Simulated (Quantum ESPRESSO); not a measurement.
## Ge6NAl (a curve over one atom's position)

A calculation, not a measurement. The program is pw.x of Quantum ESPRESSO 7.5 (plane-wave density functional theory). The cell is made up: 8 atoms on a zincblende/diamond lattice, with randomly drawn elements, strain and displacements, not relaxed. PseudoDojo standard norm-conserving files (v0.5 for PBE, v0.4.1 for LDA and PBEsol) set the functional; there is no spin polarisation, spin-orbit coupling or dispersion term, and the masses in the input are unused placeholders.

Seven runs move atom 2 (Ge, counted in the order of the input) along z and keep all else fixed.

Input of the run at +0.0405:

```
&control calculation='scf', pseudo_dir='./dojo.nc.sr.pbe.v0_5.standard.upf', outdir='./o', disk_io='medium', tprnfor=.true., tstress=.true. /
&system ibrav=0, nat=8, ntyp=3, nbnd=56, ecutwfc=84.00895049, nosym=.true., tot_charge=0,
 occupations='smearing', smearing='fd', degauss=0.0073498644
/
&electrons conv_thr=7.350e-09, electron_maxstep=60, /
ATOMIC_SPECIES
Al 1.0 Al.upf
Ge 1.0 Ge.upf
N 1.0 N.upf
CELL_PARAMETERS angstrom
5.5897 -0.0397 0.0607
-0.0397 5.708 -0.0619
0.0607 -0.0619 5.6509
ATOMIC_POSITIONS angstrom
Ge 0.1154 0.1279 -0.0601
Ge 0.0242 2.8769 2.8383
N 2.7767 0.021 2.9047
Ge 2.8481 2.7925 -0.1228
Ge 1.3128 1.3856 1.3471
Ge 1.5143 4.2513 4.3039
Ge 4.2466 1.2752 4.3919
Al 4.0486 4.1603 1.3895
K_POINTS automatic
6 6 6 1 1 1
```

```
shift of atom 2 along z (Å)  free energy less that of the input shown (eV)  Fx on atom 2 (eV/Å)  Fy on atom 2 (eV/Å)  Fz on atom 2 (eV/Å)  pressure (GPa)  iterations
                    -0.1003                                         0.0716               -0.359                0.230                1.179           -0.64          11
                    -0.0840                                         0.0536               -0.368                0.208                1.025           -0.67          11
                    -0.0619                                         0.0333               -0.381                0.180                0.816           -0.71          11
                    -0.0422                                         0.0191               -0.393                0.157                0.628           -0.73          11
                    +0.0405                                         0.0000               -0.451                0.068               -0.167           -0.78          11
                    +0.0507                                         0.0022               -0.459                0.058               -0.264           -0.77          11
                    +0.0713                                         0.0097               -0.475                0.039               -0.461           -0.76          11
```

A cubic fit gives dFz/dz = -9.61 eV/Å² at zero shift. Across the table the free energy follows the integral of the force to within 0.1 meV. A rerun of one of the cells at 1437 eV and a 8 x 8 x 8 mesh moved values by no more than 0.004 eV in energy, 0.02 GPa in stress and 0.004 eV/Å in force.